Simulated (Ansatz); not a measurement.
A generator proposed this cell of Ge4P3.

```
CELL_PARAMETERS angstrom
4.51480 0.00000 0.00000
0.00000 4.51480 0.00000
0.00000 0.00000 4.51480
ATOMIC_POSITIONS crystal
Ge 0.50000 0.50000 0.00000
Ge 0.00000 0.50000 0.50000
Ge 0.50000 0.00000 0.50000
Ge 0.50000 0.50000 0.50000
P 0.50000 0.00000 0.00000
P 0.00000 0.50000 0.00000
P 0.00000 0.00000 0.50000
```

The calculation used DFT PBE, scalar-relativistic, plane waves, PAW (Ansatz). Settings: cutoff 420 eV, Γ-centred mesh 4×4×4 on the computed 7-atom cell, Gaussian smearing of 0.10 eV; no spin polarisation.

Energies over the elements count from the elements' standard structures at the same level, with no fitted energy shifts. The references include black phosphorus.

Task: Estimate its pressure, forces and energy as it stands.

Result: The pressure is 71.8 GPa (it wants to expand), the largest force is 0.00 eV/Å (symmetry fixes the atoms), and the energy is +1.49 eV/atom against the elements. The shortest distance is 2.26 Å.

Task: Is it a good guess?

Result: A poor one: relaxing gains about 1.0 eV/atom (the start's value is from the coarse mesh, so the gain is rough) in 12 ionic steps and ends at +0.49 eV/atom on the finer mesh. The symmetry stays Pm-3m (No. 221). The volume per atom grows by 49.4 %, from 13.1 to 19.6 Å³. The shortest distance goes from 2.26 Å (Ge–P and Ge–Ge) to 2.58 Å (Ge–P and Ge–Ge). Conventional cell: a = 5.162 Å. Ge on a site of symmetry 4/mmm is surrounded by 2 Ge at 2.58 Å and 4 P at 2.58 Å; around Ge on a site of symmetry m-3m lie 6 Ge at 2.58 Å; around P lie 4 Ge at 2.58 Å.

The last run used an 8×8×8 mesh for its 7-atom cell and Gaussian smearing of 0.10 eV. An odd number of electrons in the primitive cell allows no gap without spin; a larger cell or a magnetic state could open one. The cell is a metal run without spin; a magnetic state may lie lower. The reference form of P is held partly by dispersion forces, which this level lacks. The relaxation can't lower the symmetry of the start, and the grade says only how near the guess is to its own end. Symmetry constrained the relaxation, so the result can be a saddle point.
